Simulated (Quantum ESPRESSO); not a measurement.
Parts of the isotropic shielding in Cs₂AgBiBr₆, by GIPAW with PBE in a modified build of Quantum ESPRESSO, on JTH PAW datasets, 20 Ha, k-mesh 4×4×4 shifted:

```
CELL_PARAMETERS angstrom
      0.00000     5.74415     5.74415
      5.74415     0.00000     5.74415
      5.74415     5.74415     0.00000
ATOMIC_POSITIONS crystal
  Cs 0.75000 0.75000 0.75000
  Cs 0.25000 0.25000 0.25000
  Ag 0.50000 0.50000 0.50000
  Bi 0.00000 0.00000 0.00000
  Br 0.74919 0.25081 0.25081
  Br 0.25081 0.74919 0.74919
  Br 0.25081 0.74919 0.25081
  Br 0.74919 0.25081 0.74919
  Br 0.25081 0.25081 0.74919
  Br 0.74919 0.74919 0.25081
```
Geometry: a computed entry of the Materials Project; it was not checked against measured cells. It is Cs2AgBiBr6 in Fm-3m; whether this form has been observed was not checked. Stability against distortions was not tested. The run has no spin polarisation.

The core term is that of the free atom's frozen core; the paramagnetic column sums the reconstruction terms. These are absolute shieldings with no macroscopic susceptibility term; δ = σ_ref − σ needs a reference computed alike. By our sweeps, such settings leave a few ppm in absolute σ on light atoms and up to some 20 ppm from Zn on. Spin–orbit coupling is left out; its weight grows with the heaviest atom, Bi here. No d partial waves on Br: the paramagnetic term there is incompletely reconstructed.

```csv
site,core,bare (smooth current),diamagnetic correction,paramagnetic corrections,σ_iso (ppm)
"Cs (atoms 1, 2)",5984.7,75.1,5.3,…,…
Ag (atom 3),4673.9,39.5,110.8,…,…
"Br (atoms 5, 6, 7, 8, 9, 10)",3103.4,61.3,-8.3,…,…
```

Task: Some entries are withheld; supply them.

Result: 
- Cs (atoms 1, 2), paramagnetic corrections: -388.5
- Cs (atoms 1, 2), σ_iso (ppm): 5676.6
- Ag (atom 3), paramagnetic corrections: -1465.0
- Ag (atom 3), σ_iso (ppm): 3359.2
- Br (atoms 5, 6, 7, 8, 9, 10), paramagnetic corrections: -841.6
- Br (atoms 5, 6, 7, 8, 9, 10), σ_iso (ppm): 2314.9
